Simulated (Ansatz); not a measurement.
SiO2:
```
SiO2
1.0
    4.15498     0.00000     0.00000
    0.00000     4.15498     0.00000
    0.00000     0.00000     2.66136
Si O
2 4
Direct
  0.50000   0.50000   0.50000
  0.00000   0.00000   0.00000
  0.69443   0.69443   0.00000
  0.30557   0.30557   0.00000
  0.80557   0.19443   0.50000
  0.19443   0.80557   0.50000
```

Relaxed with LDA.

Q: Give the optical modes at the zone centre with their infrared and Raman activity from DFPT, DFT-LDA in the program Ansatz with PAW potentials.

A: Transverse frequencies, without the LO–TO term; a row sums one degenerate level.

```
ω (cm⁻¹)  degeneracy  IR ((D/Å)²/amu)  Raman (Å⁴/amu)  activity  symmetry
--------  ----------  ---------------  --------------  --------  --------
218                1             0.00            0.13     Raman       B1g
384                1             0.00               0    silent       B1u
466                2            56.83               0        IR        Eu
584                2             0.00            0.19     Raman        Eg
586                2            11.20               0        IR        Eu
589                1             0.00               0    silent       A2g
658                1            51.14               0        IR       A2u
753                1             0.00             4.3     Raman       A1g
758                1             0.00               0    silent       B1u
823                2            25.75               0        IR        Eu
947                1             0.00            0.41     Raman       B2g
```

Q: How high does the top mode go among those that the LO–TO term moves?

A: 1038 cm⁻¹ for q along x, 1038 cm⁻¹ for q along y, 1050 cm⁻¹ for q along z.

Space group P4_2/mnm (rutile). This is a known high-pressure phase of the composition, computed here at zero pressure and temperature. The cell was relaxed with LDA under the symmetry of its start; its stability against distortions is not shown here.

Potentials: the earlier of the program's two PAW sets. The files were generated under PBE; for other functionals the program regenerates the frozen cores, and for LDA and PBEsol the local potential too.
